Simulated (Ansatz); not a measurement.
# Eigenvalues along a path: TePt (zincblende type)

```
CELL_PARAMETERS angstrom
0.00000 2.46252 2.46252
2.46252 0.00000 2.46252
2.46252 2.46252 0.00000
ATOMIC_POSITIONS crystal
Pt 0.00000 0.00000 0.00000
Te 0.25000 0.25000 0.25000
```

The cell comes from a relaxation on PAW files under the same functional, begun from a prototype that needn't be the stable phase.

Level of theory: DFT with LDA, scalar-relativistic, in Ansatz 0.2.0; a Γ-centred 11×11×11 k mesh, Fermi–Dirac smearing of 0.05 eV, no spin polarisation. LAPW: all electrons, basis error target 1 meV/atom.

This run: volume at 0.58 of the series' base cell.

Spin–orbit coupling is left out, which matters for the heavy atoms. The structure type is held throughout; the real material can change phase at far lower pressure.

Path points, in fractions of the reciprocal vectors: Γ (0.000, 0.000, 0.000), X (-0.500, -0.500, 0.000), U (-0.375, -0.375, 0.250), K (-0.375, 0.000, 0.375), L (0.000, 0.000, 0.500), W (-0.500, -0.250, 0.250). The distance column jumps between branches of the path. Levels in eV from the Fermi level; bands 35 to 47, counted from the lowest band of the run. The gap is zero, the pressure 221.8 GPa.

```
# k(1/Å) point b35 b36 b37 b38 b39 b40 b41 b42 b43 b44 b45 b46 b47
0.000 Γ -18.29 -9.63 -9.63 -9.63 -6.39 -6.39 3.86 5.19 5.19 5.19 7.57 7.57 7.57
0.159 - -18.19 -9.72 -9.58 -9.58 -6.46 -6.38 3.89 4.71 4.71 5.24 6.81 7.66 7.66
0.319 - -17.91 -9.95 -9.42 -9.42 -6.65 -6.35 3.54 3.54 3.90 5.20 5.64 8.04 8.04
0.478 - -17.46 -10.27 -9.16 -9.16 -6.90 -6.31 2.09 2.09 3.17 4.24 5.83 8.77 8.77
0.638 - -16.87 -10.62 -8.79 -8.79 -7.14 -6.25 0.61 0.61 1.25 4.27 6.09 9.80 9.80
0.797 - -16.23 -10.95 -8.32 -8.32 -7.27 -6.20 -0.78 -0.78 -0.74 4.48 6.27 11.09 11.09
0.957 - -15.61 -11.21 -7.80 -7.80 -7.21 -6.15 -2.54 -1.99 -1.99 4.74 6.37 12.59 12.59
1.116 - -15.16 -11.38 -7.33 -7.33 -6.91 -6.12 -3.99 -2.89 -2.89 4.96 6.42 12.98 14.20
1.276 X -15.00 -11.45 -7.11 -7.11 -6.65 -6.10 -4.66 -3.25 -3.25 5.04 6.43 12.87 15.25
1.332 - -15.00 -11.43 -7.15 -7.13 -6.61 -6.11 -4.72 -3.21 -3.21 5.07 6.44 12.80 15.20
1.389 - -15.00 -11.39 -7.22 -7.19 -6.53 -6.12 -4.88 -3.13 -3.10 5.15 6.50 12.63 15.01
1.445 - -15.00 -11.32 -7.30 -7.27 -6.48 -6.14 -5.05 -3.05 -2.93 5.27 6.60 12.39 14.61
1.501 - -15.01 -11.23 -7.38 -7.36 -6.52 -6.17 -5.16 -2.99 -2.71 5.38 6.78 12.11 14.09
1.558 - -15.02 -11.11 -7.51 -7.41 -6.70 -6.20 -5.13 -2.97 -2.44 5.45 7.05 11.82 13.53
1.614 - -15.03 -10.97 -7.64 -7.42 -6.98 -6.25 -4.98 -2.98 -2.13 5.48 7.41 11.53 12.99
1.670 - -15.06 -10.82 -7.77 -7.43 -7.30 -6.29 -4.77 -3.02 -1.79 5.47 7.83 11.25 12.49
1.727 U -15.10 -10.66 -7.91 -7.71 -7.33 -6.34 -4.51 -3.10 -1.42 5.44 8.29 10.98 12.03
2.508 K -15.10 -10.66 -7.91 -7.71 -7.33 -6.34 -4.51 -3.10 -1.42 5.44 8.29 10.98 12.03
2.677 - -15.29 -10.15 -8.76 -8.28 -6.92 -6.51 -3.58 -3.43 -0.20 5.26 9.23 10.31 11.28
2.846 - -15.65 -9.72 -9.55 -8.59 -6.67 -6.30 -3.61 -2.48 1.13 5.09 8.66 9.83 11.27
3.015 - -16.17 -10.03 -9.40 -8.85 -6.78 -6.04 -2.98 -1.26 2.50 5.08 7.68 9.42 10.66
3.185 - -16.78 -10.17 -9.25 -9.08 -6.80 -6.20 -1.42 0.06 3.83 5.33 6.74 8.72 9.67
3.354 - -17.38 -10.09 -9.29 -9.29 -6.72 -6.36 0.56 1.45 4.96 5.83 5.93 7.75 8.45
3.523 - -17.87 -9.90 -9.47 -9.43 -6.58 -6.41 2.59 2.92 5.12 5.53 6.65 7.22 7.56
3.692 - -18.18 -9.71 -9.59 -9.58 -6.44 -6.40 3.77 4.53 4.83 5.34 7.14 7.42 7.50
3.861 Γ -18.29 -9.63 -9.63 -9.63 -6.39 -6.39 3.86 5.19 5.19 5.19 7.57 7.57 7.57
3.999 - -18.22 -9.68 -9.60 -9.60 -6.41 -6.41 3.80 4.72 5.13 5.13 7.18 7.52 7.52
4.137 - -18.01 -9.81 -9.51 -9.51 -6.46 -6.46 2.68 4.60 4.87 4.87 6.77 7.50 7.50
4.276 - -17.67 -9.97 -9.39 -9.39 -6.51 -6.51 0.92 4.33 4.33 4.65 6.90 7.69 7.69
4.414 - -17.25 -10.11 -9.27 -9.27 -6.52 -6.52 -0.88 3.58 3.58 4.39 7.68 8.07 8.07
4.552 - -16.79 -10.18 -9.17 -9.17 -6.45 -6.45 -2.56 2.78 2.78 4.04 8.51 8.51 8.70
4.690 - -16.37 -10.13 -9.12 -9.12 -6.33 -6.33 -3.99 2.09 2.09 3.75 8.89 8.89 9.54
4.828 - -16.07 -9.99 -9.10 -9.10 -6.20 -6.20 -5.02 1.61 1.61 3.56 9.13 9.13 9.98
4.966 L -15.96 -9.92 -9.09 -9.09 -6.15 -6.15 -5.40 1.44 1.44 3.50 9.21 9.21 10.10
5.079 - -15.93 -9.90 -9.13 -9.05 -6.16 -6.13 -5.42 1.20 1.35 3.62 9.09 9.27 10.43
5.192 - -15.83 -9.87 -9.22 -8.93 -6.23 -6.08 -5.42 0.57 1.05 3.95 8.96 9.42 11.06
5.304 - -15.68 -9.84 -9.33 -8.70 -6.39 -6.04 -5.34 -0.27 0.60 4.45 8.90 9.62 11.57
5.417 - -15.50 -9.86 -9.41 -8.34 -6.65 -6.01 -5.15 -1.23 0.04 5.09 8.84 9.76 11.72
5.530 - -15.32 -9.94 -9.40 -7.86 -6.97 -5.99 -4.91 -2.22 -0.53 5.83 8.77 9.81 11.23
5.643 - -15.16 -10.03 -9.32 -7.44 -7.14 -5.96 -4.73 -3.11 -1.05 6.63 8.67 9.79 10.47
5.755 - -15.05 -10.11 -9.21 -7.63 -6.59 -5.90 -4.93 -3.62 -1.43 7.41 8.54 9.70 9.81
5.868 W -15.01 -10.13 -9.15 -7.74 -6.27 -5.54 -5.52 -3.69 -1.58 7.91 8.38 9.37 9.76
5.948 - -15.01 -10.26 -8.99 -7.72 -6.26 -5.58 -5.51 -3.67 -1.62 7.76 7.96 9.57 10.25
6.028 - -15.01 -10.52 -8.65 -7.68 -6.25 -5.68 -5.49 -3.61 -1.72 7.26 7.47 10.05 11.14
6.107 - -15.01 -10.78 -8.26 -7.62 -6.23 -5.84 -5.44 -3.52 -1.90 6.61 7.16 10.63 12.13
6.187 - -15.00 -11.01 -7.87 -7.53 -6.21 -6.02 -5.36 -3.43 -2.14 6.05 6.90 11.25 13.14
6.267 - -15.00 -11.20 -7.54 -7.42 -6.22 -6.17 -5.21 -3.36 -2.45 5.60 6.69 11.86 14.13
6.347 - -15.00 -11.33 -7.30 -7.29 -6.41 -6.14 -5.01 -3.30 -2.79 5.29 6.55 12.38 15.04
6.426 - -15.00 -11.42 -7.17 -7.16 -6.57 -6.11 -4.77 -3.26 -3.10 5.10 6.46 12.74 15.24
6.506 X -15.00 -11.45 -7.11 -7.11 -6.65 -6.10 -4.66 -3.25 -3.25 5.04 6.43 12.87 15.25
```
